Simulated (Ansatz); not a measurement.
What DFT gives for LaIn5Rh

```xyz
7
Lattice="4.6451 0.0000 0.0000 0.0000 4.6451 0.0000 0.0000 0.0000 7.5710" Properties=species:S:1:pos:R:3 pbc="T T T"
In    0.0000    2.3226    2.3099
In    2.3226    0.0000    2.3099
In    0.0000    2.3226    5.2611
In    2.3226    0.0000    5.2611
Rh    0.0000    0.0000    3.7855
In    2.3226    2.3226    0.0000
La    0.0000    0.0000    0.0000
```

The numbers come from plane-wave PAW DFT (Ansatz): m-r2SCAN, no spin polarisation, 500 eV, 7×7×5 Γ-centred k points, fermi-dirac occupations (width 0.1 eV). Nothing was relaxed.

Task: Is it stable against the elements?

Result: -0.57 eV an atom against the elements' usual phases (free molecules for gases, crystals otherwise, with no correction for O₂ or N₂), so it is bound against them; other compounds may still compete. Relaxing would lower it.

Task: Which atom feels the largest force, and which way?

Result: The largest is on In1 (and as large on other atoms): 0.18 eV/Å, components (0.00, 0.00, 0.18). It makes 58° with the line to a nearest neighbour, Rh5 at 2.75 Å.

Task: What does the stress say?

Result: The pressure is 2.7 GPa (compression positive), so with the atoms held at these fractions the cell would first expand.

Task: Describe some of the short contacts.

Result: In–Rh at 2.75 Å: least valence density 0.32 e/Å³ and ELF 0.30 there. In–In at 2.95 Å: least valence density 0.23 e/Å³ and ELF 0.34 there. La–In at 3.28 Å: least valence density 0.15 e/Å³ and ELF 0.15 there. These are pseudo-fields; inside the PAW spheres they differ from the all-electron ones.

Task: What happens at the Fermi level?

Result: It is a metal, with about 2.4 states/eV a cell as the mean within 0.25 eV of the Fermi level, mostly In p (47 %), La d (18 %) and Rh d (15 %).

Origin: a known structure type with other elements, at an estimated volume, so it need not be a known compound. Caveats: f levels without a U or exact exchange are poorly placed; m-r2SCAN is r2SCAN with a changed spin dependence that lowers moments.
